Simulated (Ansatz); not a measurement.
**Two states of CuSnF6**

```xyz
8
Lattice="5.5927 0.0000 0.0000 -2.3012 4.6499 0.0000 -0.2352 -3.1193 4.3387" Properties=species:S:1:pos:R:3 pbc="T T T"
F     3.7069   -2.1682    3.7790
F    -0.6506    3.6989    0.5597
F     2.0434    3.2436    1.1541
F     1.0129   -1.7129    3.1846
Sn    2.6787   -1.5596    2.1693
Cu    0.0000    0.0000    0.0000
F     0.1689    1.1756    1.5793
F     2.8874    0.3551    2.7594
```

Single point in Ansatz 0.2.0 with r2SCAN. Cutoff 500 eV, PAW datasets, 4×5×4 Γ-centred k mesh, cold filling (width 0.0956 eV).

State A: Cu6 up (collinear spin). State B: no moments (collinear spin).

Question: Compare the two self-consistent states.

Answer: State A is lower by 82.5 meV an atom at zero smearing.

```csv
state,free energy (meV/atom),largest moment in a small sphere (μB),net moment (μB/cell),gap on mesh (eV),pressure (GPa),largest force (eV/Å)
A,0.0,0.81,1.00,0.81,-4.2,0.29
B,82.4,0.00,0.00,metal,-4.0,0.23
```

Origin: a database entry at a rescaled volume. Caveats: an odd or shifted mesh can miss the band edges, so this level's true gap may be smaller; no spin-orbit coupling, which can shift this gap by tenths of an eV; the input typed no starting moments; the Fermi level lies in a narrow band between gaps, which spin or distortion may split; an odd electron count with no moments left, so an order that this cell can't hold may lie lower; the k mesh is coarse if the cell is a metal.
